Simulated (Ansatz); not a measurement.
Input:

AgI:
Space group P6₃mc (No. 186); a = 4.485 Å, b = 4.485 Å, c = 7.342 Å, α = 90.00°, β = 90.00°, γ = 120.00°

```tsv
atom	site	symmetry	x	y	z
I	2b	3m.	0.3333	0.6667	0.0022
Ag	2b	3m.	0.6667	0.3333	0.1278
```

This is the LDA-relaxed structure.

Q: All from LDA in the plane-wave PAW code Ansatz, unless another level is named. Predict the vibrational entropy at 300 K.

A: 52.3 J/(K·mol of atoms).

Q: What about the zero-point energy?

A: 16.2 meV/atom.

Q: Predict the highest zone-centre frequency (without LO–TO term).

A: 134 cm⁻¹.

Q: What about the Poisson's ratio?

A: 0.42.

Space group P6_3mc (wurtzite). Symmetry was held in the LDA relaxation; phonons on a q-mesh show no instability. No spin polarisation was allowed. Scalar-relativistic: spin–orbit coupling is off unless named, which matters more the heavier the elements.

Potentials: the later of the program's two PAW sets.
